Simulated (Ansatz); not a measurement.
The elements of this relaxed trial crystal are hidden behind letters.

```
lattice vectors (Å)
  -2.0857    2.0857   14.8069
   2.0857   -2.0857   14.8069
   2.0857    2.0857  -14.8069
fractional positions
X 0.9060 0.9060 0.0000
X 0.5000 0.5000 0.0000
X 0.0940 0.0940 0.0000
Z 0.6954 0.6954 0.0000
Z 0.3046 0.3046 0.0000
Q 0.2500 0.7500 0.5000
Q 0.8597 0.3597 0.5000
Q 0.4530 0.9530 0.5000
Q 0.0470 0.5470 0.5000
Q 0.6403 0.1403 0.5000
```

These are results of Ansatz, DFT PBE, scalar-relativistic, plane waves, PAW, not measurements. Settings of the last relaxation (10-atom cell): 420 eV, 10×10×10 k points, Gaussian smearing of 0.02 eV, no spin polarisation.

- Space group: I-4m2 (No. 119)
- Conventional cell: a = 4.171 Å, c = 29.614 Å
- Volume per atom: 25.76 Å³
- Density: 4.42 g/cm³
- Energy over the elements: −0.372 eV/atom
- Gap on the 10×10×10 mesh of the 10-atom cell: 0.61 eV

Energies are uncorrected and count from the elements' standard states at the same level.

Q: X is a p-block element of period 3, Z is a p-block element of period 5 and Q is a p-block element of period 4. Which elements are they?

A: X = Al, Z = In, Q = As, so the formula is Al3In2As5. Density times volume gives a mean mass of 4.42 × 25.76/1.6605 = 68.6 u per atom, and this set has 68.5 u. Al on a site of symmetry 2mm has 4 As at 2.50–2.51 Å; In is surrounded by 4 As at 2.64–2.65 Å; As on a site of symmetry -4m2 is surrounded by 4 In at 2.64 Å; 3 more sites not described. Other sets within the hints have nearly the same mass, so mass alone doesn't settle it; this one was computed.

Kohn–Sham gaps at this level usually fall short of measured ones. Symmetry constrained the relaxation, so the result can be a saddle point.
